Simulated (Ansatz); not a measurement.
CaSi in space group Cmcm (No. 63; Si on 4c, Ca on 4c) under volume change, DFT-r²SCAN in the program Ansatz with PAW potentials, shape and atoms relaxed at each volume.

| V (Å³/atom) | E − E(relaxed) (meV/atom) | P (GPa) |
|---|---|---|
| 21.574 | … | … |
| 22.285 | 16.7 | 3.98 |
| 22.996 | 4.0 | 1.84 |
| 23.707 | 0.0 | 0.00 |
| 24.419 | 3.6 | -1.56 |
| 25.130 | … | … |
| 25.841 | 29.0 | -4.02 |

Task: Complete the blanks.

Result: 
- 21.574, E − E(relaxed) (meV/atom): 39.8
- 21.574, P (GPa): 6.48
- 25.130, E − E(relaxed) (meV/atom): 13.5
- 25.130, P (GPa): -2.90

Task: What does a third-order Birch–Murnaghan fit give for V₀, B₀ and B′?

Result: V₀ = 23.71 Å³/atom, B₀ = 56.2 GPa, B′ = 4.3.

The workflow started from an entry of the Crystallography Open Database (COD). Whether it is the stable phase at ambient conditions was not checked. The cell was relaxed with r²SCAN under the symmetry of its start; whether a distortion lowers the energy is not shown.

Potentials: the later of the program's two PAW sets.
